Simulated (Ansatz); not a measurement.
Crystals of one structure type (bcc (W type)) and one family of elements, relaxed and computed with the program Ansatz at the r²SCAN level (PAW).

```tsv
crystal	V (Å³/atom)	B₀ by P(V) fit (GPa)
Li	21.02	13.1
Na	37.67	?
K	76.39	3.4
Rb	94.93	2.6
Cs	123.11	1.9
```

Fit a straight line to ln B₀ against ln V and predict the withheld value.

Least squares on the 4 shown rows: ln B₀ = -1.08 × ln V + (5.870), with a scatter of 2 %. For Na this gives 7.0. The run itself gave 7.7, outside the scatter: the line misses something about this case.

All cells were relaxed under the symmetry of their starts (and spin orders); stability against distortions was not tested throughout. Spin–orbit coupling is left out wherever it is not named.

Potentials: the later of the program's two PAW sets.
